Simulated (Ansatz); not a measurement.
Input file for Ansatz (a first-principles code):

Ansatz 0.2 input:
```yaml
crystal:
  lattice:
    - [8.6895815214, 0.0, 0.0]
    - [0.0, 8.6895815214, 0.0]
    - [0.0, 0.0, 6.2861318038]
  atoms:
    - { symbol: Cs, position: [0.0, 0.5, 0.0] }
    - { symbol: Cs, position: [0.5, 0.0, 0.0] }
    - { symbol: Sn, position: [0.5, 0.5, 0.5] }
    - { symbol: Sn, position: [0.0, 0.0, 0.5] }
    - { symbol: I, position: [0.799767299, 0.700232701, 0.5] }
    - { symbol: I, position: [0.200232701, 0.299767299, 0.5] }
    - { symbol: I, position: [0.299767299, 0.799767299, 0.5] }
    - { symbol: I, position: [0.700232701, 0.200232701, 0.5] }
    - { symbol: I, position: [0.5, 0.5, 0.0] }
    - { symbol: I, position: [0.0, 0.0, 0.0] }
kpoints:
  mp_grid: { grid: [4, 4, 5] }
hamiltonian:
  xc: r2scan
  pseudopotentials: { kind: paw }
scf:
  occupations: { method: fixed }
checkpoint: { read: static.run }
output: { bader: true, populations: true }
```

Output (shortened):

```
Pseudopotentials: kind: paw
Pseudopotential: Cs, paw, valence charge 9
Pseudopotential: Sn, paw, valence charge 14
Pseudopotential: I, paw, valence charge 17
Functional definition: r2SCAN
Crystal: 10 atoms, lattice volume = 474.658 Å³
Basis set: ecut = 500 eV, 12031 PW (Γ), exchange–correlation on 256×256×192 points (64 copies of the dense FFT grid, shifted against one another)
Bands: 89, of which v1, the nominal top of the filled ones, is band 74 counted from 1 (73 counted from 0)
Symmetry: 16 space group operations
Space group: P4/mbm (ITA 127), of the structure as read, at distance tolerance 7.8e-5 Å
k-points: 18 of 80
PAW frozen core: Cs, regenerated for the run's functional
PAW frozen core: Sn, regenerated for the run's functional
PAW frozen core: I, regenerated for the run's functional
Initial density: read from a saved state, or passed on in memory by an earlier SCF of this step, an earlier step, the calling program or the single point that …
Stability of the state it starts from, as read at its close in the unpolarized treatment …
Initial wavefunctions: pseudopotential atomic-orbital guess
Eigensolver: davidson
Functional: x = r2scan, c = r2scan; τ floored in thin density (d = 2e-4 eV/Å³)
iter 1 solved again at ethr=1.60e-7 eV; its pass at ethr=3.10e-3 eV (dr2=2.36e-4 eV) is discarded
SCF iter   1: F=—  HF=-68627.889122 eV  |F-HF|=—  |Δ(HF+E_count)|=         —  Δρ=6.60e-7  dr2=4.75e-9  dr2_τ=1.03e-10  ethr=1.60e-7  ⟨swp⟩=3.8  Hψ=9400  notcnv=0  defer=234
all-band conjugate gradients solve this SCF's bands
preconditioner: auto → Resta (q_TF=auto, 2.247 Å⁻¹)
SCF iter   2: F=—  HF=-68627.889214 eV  |F-HF|=—  |Δ(HF+E_count)|=   9.22e-5  Δρ=3.70e-7  dr2=1.53e-9  dr2_τ=1.13e-10  ethr=3.21e-12  ⟨swp⟩=19.1  Hψ=11189  notcnv=0
SCF iter   3: F=-68627.889214 eV  HF=-68627.889214 eV  |F-HF|=3.78e-10  |Δ(HF+E_count)|=  2.47e-10  Δρ=2.22e-7  dr2=5.14e-10  dr2_τ=1.42e-11  ethr=1.04e-12  ⟨swp⟩=1.7  Hψ=3306  notcnv=0
SCF 1 converged in 3 iterations: F = -68627.889214 eV  dr2 = 5.14e-10
SCF converged after 3 iterations
Free energy (F): -68627.889214 eV
Harris-Foulkes:  -68627.889214 eV  (|F-HF|=3.78e-10)
Internal energy: -68627.889214 eV  (E = F + TS)
E sigma→0 (E₀):  -68627.889214 eV
Fermi energy:    4.722277 eV
--- Per-component energies (eV) ---
  E_band       = -2961.683969
  E_kinetic    = 1782.872128
  E_local      = -17325.864287  (includes V_loc(G=0)·N_el)
  E_nonlocal   = -552.080068
  E_hartree    = 8849.332562
  E_xc         = -1801.472798
  E_vxc        = -1323.930457  (∫ρ·V_xc dr)
  E_paw        = -47528.058388  (= ΣΔE_a)
  E_vpaw       = -3317.736528  (= ΣTr[D̂ρ^β])
  E_aug_tail   = -0.000196  (compensation charges beyond the density's cutoff)
  E_vtau       = 76.391721  (kinetic-family band-sum trace: ∫τ·v_τ [+ j·A + Jᵃ·Aᵃ] dr)
  E_ewald      = -12054.626882
  E_core_change = 2.008716  (= ΣΔE_core)
  E_smearing   =  0.000000  (= −TS)
  E_closure    = 0.000000  (closes the sum)
  Σ components = -68627.889214   (vs F -68627.889214, Δ=0.00e0)
  [band-id]    e_kinetic+e_local+e_nonlocal+2·e_hartree+e_vxc+e_vpaw+e_augmentation_tail+e_vtau = -2961.682565   (vs E_band -2961.683969, Δ=1.40e-3)
--- Band table (eV; the first three rows and the last of 18) ---
  k-point 0: bands = ["-41.0779", "-41.0779", "-41.0484", "-41.0483", "-41.0483", "-41.0483", "-41.0377", "-41.0377", "-41.0377", "-41.0377", "-41.0119", "-41.0117", "-41.0117", "-41.0115", "-41.0102", "-41.0101", "-41.0101", "-41.0101", "-40.9302", "-40.9302", "-40.9291", "-40.9291", "-40.9114", "-40.9113", "-40.9113", "-40.9113", "-40.9102", "-40.9101", "-40.9101", "-40.9101", "-17.7793", "-17.7769", "-17.7744", "-17.7736", "-17.7627", "-17.7623", "-17.7593", "-17.7593", "-17.7591", "-17.7591", "-17.6559", "-17.6549", "-8.5692", "-8.1297", "-8.0812", "-8.0812", "-7.8692", "-7.8683", "-4.1379", "-4.1379", "-4.1145", "-4.1001", "-4.0887", "-4.0887", "-2.8204", "-1.2415", "0.3221", "0.3435", "0.3435", "0.5921", "1.5360", "2.2248", "2.2248", "2.2998", "2.2998", "2.4050", "2.6521", "2.6754", "2.6754", "2.8016", "2.8732", "2.8732", "3.0969", "4.2583", "6.2376", "6.2376", "7.9569", "8.6147", "8.9333", "8.9333", "9.1198", "9.2737", "9.3673", "9.6536", "9.6536", "9.7345", "9.9232", "10.1046", "10.9099"]
  k-point 1: bands = ["-41.0779", "-41.0779", "-41.0484", "-41.0483", "-41.0483", "-41.0483", "-41.0377", "-41.0377", "-41.0377", "-41.0377", "-41.0119", "-41.0117", "-41.0117", "-41.0115", "-41.0102", "-41.0101", "-41.0101", "-41.0101", "-40.9302", "-40.9302", "-40.9291", "-40.9291", "-40.9114", "-40.9113", "-40.9113", "-40.9113", "-40.9102", "-40.9101", "-40.9101", "-40.9101", "-17.7793", "-17.7769", "-17.7739", "-17.7731", "-17.7627", "-17.7623", "-17.7593", "-17.7593", "-17.7592", "-17.7592", "-17.6557", "-17.6547", "-8.5224", "-8.1123", "-8.0772", "-8.0772", "-7.9286", "-7.8731", "-4.1384", "-4.1384", "-4.1009", "-4.1009", "-4.0988", "-4.0974", "-3.0901", "-1.6701", "0.3774", "0.3774", "1.0662", "1.1925", "1.5984", "1.9449", "1.9449", "2.4085", "2.5595", "2.5595", "2.5794", "2.6918", "2.6918", "2.7242", "2.8731", "2.8731", "3.1806", "4.3328", "6.1160", "6.1160", "8.1218", "8.3226", "8.6285", "8.8153", "9.2438", "9.2438", "9.2867", "9.4621", "9.5077", "9.5234", "9.5234", "10.0217", "10.3172"]
  k-point 2: bands = ["-41.0779", "-41.0779", "-41.0484", "-41.0483", "-41.0483", "-41.0483", "-41.0377", "-41.0377", "-41.0377", "-41.0377", "-41.0119", "-41.0117", "-41.0117", "-41.0115", "-41.0102", "-41.0101", "-41.0101", "-41.0101", "-40.9302", "-40.9302", "-40.9291", "-40.9291", "-40.9114", "-40.9113", "-40.9113", "-40.9113", "-40.9102", "-40.9101", "-40.9101", "-40.9101", "-17.7793", "-17.7769", "-17.7732", "-17.7724", "-17.7627", "-17.7623", "-17.7594", "-17.7594", "-17.7592", "-17.7592", "-17.6553", "-17.6544", "-8.4166", "-8.0831", "-8.0705", "-8.0705", "-8.0559", "-7.8793", "-4.1451", "-4.1451", "-4.1146", "-4.1146", "-4.0968", "-4.0731", "-3.4366", "-2.0719", "0.4373", "0.4373", "1.7086", "1.7934", "1.7934", "1.8547", "2.2413", "2.4143", "2.4442", "2.4442", "2.4614", "2.7076", "2.7076", "2.9200", "3.1411", "3.1411", "3.4465", "4.7223", "5.8962", "5.8962", "6.2291", "6.7407", "8.6191", "9.0222", "9.3131", "9.3131", "9.6975", "9.7051", "9.7257", "9.7257", "9.7403", "9.8764", "10.3849"]
  k-point 17: bands = ["-41.0779", "-41.0779", "-41.0484", "-41.0484", "-41.0483", "-41.0483", "-41.0377", "-41.0377", "-41.0377", "-41.0377", "-41.0117", "-41.0117", "-41.0117", "-41.0117", "-41.0101", "-41.0101", "-41.0101", "-41.0101", "-40.9302", "-40.9302", "-40.9291", "-40.9291", "-40.9113", "-40.9113", "-40.9113", "-40.9113", "-40.9101", "-40.9101", "-40.9101", "-40.9101", "-17.7782", "-17.7782", "-17.7727", "-17.7727", "-17.7625", "-17.7625", "-17.7594", "-17.7594", "-17.7592", "-17.7592", "-17.6548", "-17.6548", "-8.1882", "-8.1882", "-8.1045", "-8.1045", "-8.0243", "-8.0243", "-4.1204", "-4.1204", "-4.1050", "-4.1050", "-4.0812", "-4.0812", "-2.7851", "-2.7851", "0.6136", "0.6136", "1.5852", "1.5852", "2.0421", "2.0421", "2.1502", "2.1502", "2.3812", "2.3812", "2.4882", "2.4882", "2.5973", "2.5973", "3.1102", "3.1102", "3.9776", "3.9776", "6.2455", "6.2455", "6.4842", "6.4842", "9.1387", "9.1387", "9.8049", "9.8049", "9.8717", "9.8717", "10.0955", "10.0955", "10.5377", "10.5377", "10.8187"]
  band table: 89 of 89 bands, residual norms ≤ 1.0e-3 eV
--- Löwdin populations: 10 sites ---
  site symbol       q [e]
     0     Cs      8.2565
     1     Cs      8.2565
     2     Sn     13.6141
     3     Sn     13.6141
     4      I     17.3260
     5      I     17.3260
     6      I     17.3260
     7      I     17.3260
     8      I     17.3281
     9      I     17.3281
  spilling = 0.002018 (of n_electrons = 148.000000)
--- Bader charges: 10 sites ---
  site symbol  charge [e]  shift [e]
     0     Cs      0.8665     0.0000
     1     Cs      0.8665     0.0000
     2     Sn      0.9733     0.0000
     3     Sn      0.9733     0.0000
     4      I     -0.6119     0.0000
     5      I     -0.6119     0.0000
     6      I     -0.6119     0.0000
     7      I     -0.6119     0.0000
     8      I     -0.6161     0.0000
     9      I     -0.6161     0.0000
  shift: an alarm, by how much a part of what the PAW files miss would move the charge. Where it is large, compare
  with a run on PAW files of another source; a small one proves nothing
  estimated error of the sums over rays = 1.3e-4 e
```

Cost: very roughly 120 core-seconds on shared cores.

The workflow started from a Materials Project entry (that database holds measured and hypothetical structures alike); the Crystallography Open Database files this formula in space group No. 127, but the cells were not matched. It is not the phase usual at ambient conditions (space group No. 62). The cell was relaxed with r²SCAN under the symmetry of its start; its stability against distortions is not shown here. Spin–orbit coupling is left out wherever it is not named.

Potentials: the later of the program's two PAW sets.

Ansatz is a plane-wave DFT program.
